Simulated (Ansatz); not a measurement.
Surface calculation: diamond Ge (111), 6 layers

The slab is cut from the diamond crystal, the stable phase, as relaxed on PAW files (22.21 Å³/atom), with 16 Å of vacuum and a dipole correction:

```xyz
6
Lattice="3.9751 0.0000 0.0000 -1.9876 3.4426 0.0000 0.0000 0.0000 23.3028" Properties=species:S:1:pos:R:3 pbc="T T T"
Ge    0.0000    0.0000    8.0000
Ge    0.0000    2.2950    8.8114
Ge    0.0000    2.2950   11.2457
Ge    1.9876    1.1475   12.0571
Ge    1.9876    1.1475   14.4914
Ge    0.0000    0.0000   15.3028
```

Computed with Ansatz 0.2.0; functional LDA, scalar-relativistic. Settings: a Γ-centred 9×9×1 k mesh, Fermi–Dirac smearing of 0.02 eV, no spin polarisation. Methods: LAPW: all electrons, basis error target 1 meV/atom; PAW: frozen-core files, cutoff 420 eV.

The bulk energy comes from a cell in the slab's orientation on a 9×9×3 mesh. The surface energy is (E(slab) − N·E(bulk))/2A at zero smearing, the mean of both faces; thin slabs carry quantum-size effects.

The PAW files were made under PBE. Real surfaces of this kind reconstruct, which a 1×1 cell forbids.

**Question.** As cut, the LAPW slab lies 2.114 eV above 6 atoms of bulk. What surface energy is that?

**Answer.** Over two faces of 13.68 Å² it is 77.2 meV/Å², and times 16.02 J/m² per eV/Å² that gives γ = 1.238 J/m².

**Question.** What do relaxation and the other method give, and what work function comes out?

**Answer.** 

```tsv
method	γ as cut (J/m²)	γ relaxed (J/m²)	Φ as cut (eV)	Φ relaxed (eV)
LAPW	1.238	1.216	4.91	4.88
PAW	1.238	1.216	4.91	4.88
```

**Question.** How do the spacings between the planes relax?

**Answer.** From the bottom face up: d12 -5.8 % of 0.811 Å, d23 +3.4 % of 2.434 Å, d34 -1.8 % of 0.811 Å, d45 +3.4 % of 2.434 Å, d56 -5.8 % of 0.811 Å.

**Question.** A 2p core hole is made on one atom of each kind in every 1×1 cell (PAW hole dataset, neutral cell, valence without spin). What does it cost by layer?

**Answer.** layer 1 1221.44 eV, layer 2 1221.89 eV, layer 3 1222.00 eV. Shifts between layers mean more than the absolute values, and a whole layer of holes screens otherwise than one hole.
